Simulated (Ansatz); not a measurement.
**Relaxing a structure of Rh**

The start is a generated trial cell of Rh in the omega structure type. The structure is fully relaxed (lattice and positions, P = 0) with PBEsol (plane waves to 420 eV, PAW, scalar-relativistic; Ansatz, a quantum-chemistry and plane-wave program). The first steps use a coarse 9×9×12 k-mesh.

Input geometry:
```
Rh
1.0
    4.26075     0.00000     0.00000
   -2.13038     3.68992     0.00000
    0.00000     0.00000     2.59146
Rh
3
Cartesian
  0.00000   0.00000   0.00000
  0.00000   2.45995   1.29573
  2.13038   1.22997   1.29573
```

| Quantity | Value |
|---|---|
| Outcome | The space group stays P6/mmm (No. 191) (the run could not lower it), with 3 atoms in the primitive cell |
| Volume change | +2.1 %, from 13.58 to 13.87 Å³/atom |
| Shortest distances (start → end) | The closest pairs of elements (up to four, under 3.6 Å), start → end: Rh–Rh 2.46 → 2.47 Å |
| Band gap at the end | zero (metallic) |
| Optimiser moves | 7 |

The end point of the relaxation:

```cif
data_Rh3
_chemical_formula_sum 'Rh3'
_space_group_name_H-M_alt 'P6/mmm'
_space_group_IT_number 191
_space_group_name_Hall '-P 6 2'
_cell_length_a 4.28206
_cell_length_b 4.28206
_cell_length_c 2.62000
_cell_angle_alpha 90.000
_cell_angle_beta 90.000
_cell_angle_gamma 120.000
loop_
_atom_site_label
_atom_site_type_symbol
_atom_site_symmetry_multiplicity
_atom_site_Wyckoff_symbol
_atom_site_fract_x
_atom_site_fract_y
_atom_site_fract_z
_atom_site_occupancy
Rh1 Rh 1 a 0.00000 0.00000 0.00000 1
Rh2 Rh 2 d 0.33333 0.66667 0.50000 1
```

Final values are on a 13×13×18 k-mesh of the relaxed cell. No spin polarisation in the result.

The run could not lose the symmetry of its start; a randomly shaken copy of 6 atoms returns to this structure.

All atoms sit on sites fixed by symmetry, so only the cell could relax.

The relaxed structure here is a generated cell of Rh: the first start was made by placing the elements on the sites of a structure type, and the end was not matched to a known phase here, so it may be hypothetical. Known forms of Rh include space group No. 225.
